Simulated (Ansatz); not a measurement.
A: HfN (rock salt), a = 4.548 Å, b = 4.548 Å, c = 4.548 Å, α = 90.00°, β = 90.00°, γ = 90.00°
B: CdO (rock salt), a = b = c = 4.768 Å, α = β = γ = 90.00°
C: Al (fcc, Cu type), a = b = c = 4.0400 Å, α = β = γ = 90.00°
D: NiSi2 (fluorite type, space group Fm-3m), a = 5.4441 Å, b = 5.4441 Å, c = 5.4441 Å, α = 90.00°, β = 90.00°, γ = 90.00°

Scan: energy against volume (even scaling of the relaxed cell, symmetry kept). One method and one kind of scan serve all of them; meshes and ranges differ. All were relaxed with their symmetry unable to fall. HfN is run without spin polarisation. NiSi2 is run without spin polarisation. Spin-orbit coupling is left out. The PAW data are Ansatz's earlier set.

Question: Order them by bulk modulus (fitted) (highest first) at the level PBE (plane waves to 420 eV, PAW, scalar-relativistic; Ansatz, a quantum-chemistry and plane-wave program).

Answer: A (263 GPa), D (146 GPa), B (126 GPa), C (76.5 GPa)

(Under strain, the slope of the energy per volume gives the stress and its curvature an elastic modulus.)
